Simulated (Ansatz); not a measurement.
CuAu (L1₀ or tetragonal B2, P4/mmm) at seven volumes, plane-wave PAW r²SCAN (Ansatz code), shape and atoms relaxed at each. One row is withheld.

```json
[
 {"V (Å³/atom)": "13.217", "P (GPa)": "19.18"},
 {"V (Å³/atom)": "13.653", "P (GPa)": "11.53"},
 {"V (Å³/atom)": "14.089", "P (GPa)": "5.23"},
 {"V (Å³/atom)": "14.524", "P (GPa)": "0.00"},
 {"V (Å³/atom)": "14.960", "P (GPa)": "-4.32"},
 {"V (Å³/atom)": "15.396", "P (GPa)": "?"},
 {"V (Å³/atom)": "15.831", "P (GPa)": "-10.73"}
]
```

Question: Fit the shown pressures and predict the withheld one.

Answer: Third-order Birch–Murnaghan: P = (3/2)B₀(x^(7/2) − x^(5/2))[1 + (3/4)(B′ − 4)(x − 1)] with x = (V₀/V)^(2/3). Least squares on the six rows gives V₀ = 14.524 Å³/atom, B₀ = 157.5 GPa, B′ = 5.42. At V = 15.396, x = 0.9619 and P = -7.84 GPa. The run itself gave -7.85 GPa.

Its axis ratio c/a = 1.22 departs by over 6 % from that of the usual cell of this phase: another minimum, or an error of the functional. Symmetry was held in the r²SCAN relaxation; whether a distortion lowers the energy is not shown. No spin polarisation was allowed. Spin–orbit coupling is left out wherever it is not named.

Potentials: the later of the program's two PAW sets.
